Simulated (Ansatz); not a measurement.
A relaxed cell of MgBe2I6 is given with its symmetry left out. The cell was found from a structure generator's guess, not taken from experiment.

These are results of Ansatz, DFT PBE, scalar-relativistic, plane waves, PAW, not measurements. Cutoff 420 eV, Γ-centred mesh, Gaussian smearing, no spin polarisation.

```
Mg Be I
1.0
     3.61455    2.08686    8.22440
    -3.61455    2.08686    8.22440
     0.00000   -4.17372    8.22440
Mg Be I
1 2 6
Direct
  0.00000 0.00000 0.00000
  0.73209 0.73209 0.73209
  0.26791 0.26791 0.26791
  0.24391 0.58863 0.94987
  0.58863 0.94987 0.24391
  0.94987 0.24391 0.58863
  0.75609 0.41137 0.05013
  0.41137 0.05013 0.75609
  0.05013 0.75609 0.41137
```

Energies over the elements count from the elements' standard structures at the same level, with no fitted energy shifts.

Question: What space group does it have?

Answer: R-3 (No. 148). Conventional cell: a = 7.229 Å, c = 24.673 Å. Around Mg lie 6 I at 2.97 Å; Be is surrounded by 3 I at 2.32 Å; I has 1 Be at 2.32 Å and 1 Mg at 2.97 Å.

Question: How far does it lie from the elements in energy?

Answer: −0.659 eV/atom. A negative formation energy is needed for stability but isn't enough: competing phases decide.

Question: Is it a metal?

Answer: No, the gap on the 6×6×6 mesh is 3.30 eV.

The last run used a 6×6×6 mesh for its 9-atom cell and Gaussian smearing of 0.02 eV. No dispersion correction is applied, so the spacing and binding between layers, chains or molecules are poorly described. Spin–orbit coupling, which can matter for I, is left out. Kohn–Sham gaps at this level usually fall short of measured ones. The missing spin–orbit coupling can work the other way here. The reference form of I is held partly by dispersion forces, which this level lacks. A structure relaxed within its symmetry needn't be a true minimum.
